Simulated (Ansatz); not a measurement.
**One input, then a changed one: Si (sc type)**

First run: DFT, LDA, norm-conserving pseudopotentials, Ansatz's default files, scalar-relativistic (Ansatz 0.2.0).

Command: `ansatz run input.yaml --threads 1 --pin off --max-ram 2048MiB --backend cpu --events-out ev --progress --plain --runs-dir out` It took 0.93 s on 1 thread of Arm Neoverse V1, on a shared host, peak memory 0.21 GiB.

```yaml
crystal:
  lattice:
    - [1.9163120558, 0.0, 0.0]
    - [0.0, 1.9163120558, 0.0]
    - [0.0, 0.0, 1.9163120558]
  atoms:
    - { symbol: Si, position: [0.0, 0.0, 0.0] }
kpoints:
  mp_grid: { grid: [16, 16, 16] }
scf:
  occupations: { method: fermi_dirac, width: 0.1 }
hamiltonian:
  xc: lda
  pseudopotentials: { kind: nc }
output:
  forces: true
  stress: true
  eigenvalues: true
```

The cell comes from a relaxation on PAW files under the same functional, begun from a prototype that needn't be the stable phase.

This run: volume at 0.45 of the series' base cell.

It converges in 5 SCF iterations at a pressure of 400.7 GPa, cutoff 435 eV.

The input is then changed:

```diff
   occupations: { method: fermi_dirac, width: 0.1 }
+  mixing: { algorithm: msr1, beta: 0.2 }
 hamiltonian:
```

Problem. Predict the outcome of the changed run.

Solution. It converges in 5 SCF iterations at a pressure of 400.7 GPa, cutoff 435 eV, free energy 0.0 meV/atom against the first run's.
